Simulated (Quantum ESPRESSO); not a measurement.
# Zr3Au2TiRu2: one composition in several site orders

A calculation, not a measurement. The program is pw.x of Quantum ESPRESSO 7.5 (plane-wave density functional theory). The cell is made up: eight metal atoms on a hexagonal close-packed lattice, with elements, volume, strain and displacements drawn at random and not relaxed, so it may be unstable or far from any real phase. PseudoDojo standard norm-conserving files set the functional (PBE unless stated); there is no spin polarisation or spin-orbit coupling, the Fermi-Dirac width of 0.25 eV means electrons at about 2900 K, and the masses in the input are unused placeholders. Heavy elements are run without spin-orbit coupling, which real alloys of them have. A spin test at this wide smearing found no moment, but such smearing suppresses magnetism that the real alloy may have.

The runs put one composition on the sites in different orders. Cell, positions, cutoff, mesh and smearing stay as in the input of run 1; sites are counted in its order. Stress in the tables is positive in tension.

Input of run 1:

```
&control calculation='scf', pseudo_dir='./dojo.nc.sr.pbe.v0_5.standard.upf', outdir='./o', disk_io='minimal', tprnfor=.true., tstress=.true. /
&system ibrav=0, nat=8, ntyp=4, nbnd=75, ecutwfc=84.00895049, nosym=.true., tot_charge=0,
 occupations='smearing', smearing='fd', degauss=0.0183746611
/
&electrons conv_thr=1.470e-08, electron_maxstep=70, mixing_beta=0.5 /
ATOMIC_SPECIES
Au 1.0 Au.upf
Ru 1.0 Ru.upf
Ti 1.0 Ti.upf
Zr 1.0 Zr.upf
CELL_PARAMETERS angstrom
3.0104 0.0 0.0
0.0 5.2141 0.0
0.0 0.0 9.6687
ATOMIC_POSITIONS angstrom
Zr 0.039 0.0219 -0.028
Au 0.0182 0.035 4.8446
Ti -0.0066 1.6634 2.477
Ru -0.0407 1.7533 7.2653
Zr 1.4828 2.5625 0.0158
Zr 1.5941 2.6213 4.8558
Ru 1.4851 4.3691 2.3083
Au 1.5533 4.3108 7.2294
K_POINTS automatic
8 5 3 1 1 1
```

```
run  elements on sites 1 to 8  free energy less that of run 1 (eV)  -TS (eV)  pressure (GPa)  stress xx (GPa)  stress yy (GPa)  stress zz (GPa)  stress yz (GPa)  stress xz (GPa)  stress xy (GPa)  iterations
  1   Zr Au Ti Ru Zr Zr Ru Au                                0.000    -1.993           -4.08            -0.45             6.04             6.64            -1.95             0.30             0.42          21
  2   Zr Au Zr Ru Ti Zr Ru Au                               -0.035    -1.985           -3.97            -0.42             6.91             5.42            -2.21             0.29             0.48          21
  3   Zr Au Ru Au Ru Zr Ti Zr                               -0.803    -1.944           -5.32             2.60            10.00             3.37             1.09            -0.44             0.22          20
  4   Ru Zr Au Ti Au Ru Zr Zr                               -0.015    -1.993           -4.19            -0.10             7.57             5.10            -0.95             0.47             0.45          21
  5   Zr Au Ti Ru Zr Zr Au Ru                               -0.046    -2.031           -4.40             0.91             4.97             7.32            -0.42             0.07             0.45          23
  6   Zr Ru Ti Zr Ru Au Au Zr                                0.061    -2.056           -3.90             1.17             5.86             4.66            -1.77            -0.37             0.53          22
```

Forces Fx Fy Fz (eV/Å):

| site | run 1 | run 2 | run 3 | run 4 | run 5 | run 6 |
| --- | --- | --- | --- | --- | --- | --- |
| 1 | -0.04 -0.38 -0.22 | -0.01 -0.45 -0.57 | -0.08 0.21 0.78 | -0.07 -0.07 -0.28 | -0.17 -0.39 -1.31 | 0.04 -0.27 1.57 |
| 2 | 0.11 0.00 -0.50 | 0.11 -0.23 -0.15 | 0.12 -0.36 -0.64 | 0.08 -0.06 -0.52 | 0.12 -0.05 0.36 | 0.05 0.06 -0.08 |
| 3 | 0.05 -0.03 0.23 | 0.04 0.51 -0.46 | -0.06 0.43 -0.83 | 0.02 0.57 -0.01 | 0.04 0.01 0.20 | 0.01 0.44 0.10 |
| 4 | 0.10 -0.18 0.13 | 0.08 -0.02 0.54 | 0.28 0.09 0.26 | 0.06 -0.11 0.22 | 0.10 0.02 -0.10 | 0.16 -0.14 -0.58 |
| 5 | 0.11 0.46 -0.65 | 0.10 0.45 -1.14 | 0.04 0.57 0.91 | 0.04 -0.21 -0.55 | 0.09 0.41 -1.42 | 0.01 -0.17 0.35 |
| 6 | -0.20 0.17 0.57 | -0.20 0.41 1.26 | -0.13 -0.78 -1.34 | 0.01 0.41 0.43 | -0.25 0.35 1.52 | -0.21 0.00 -0.74 |
| 7 | -0.03 -0.36 0.19 | -0.03 -0.82 0.05 | 0.03 -0.25 0.83 | 0.04 -0.50 -1.04 | 0.10 -0.27 0.74 | 0.10 -0.25 0.71 |
| 8 | -0.10 0.33 0.24 | -0.11 0.16 0.47 | -0.19 0.07 0.04 | -0.19 -0.03 1.74 | -0.03 -0.07 0.02 | -0.16 0.33 -1.32 |

The sites are displaced and not relaxed, so the energy differences mix bonding between neighbours with strain and are not ordering energies. A rerun of one cell of this series at a higher cutoff and on a denser mesh moved values by no more than 0.002 eV in energy, 0.06 GPa in stress and 0.003 eV/Å in force, and a second program with other atomic files agreed on that cell to 2 % rms in force and 0.5 GPa in pressure.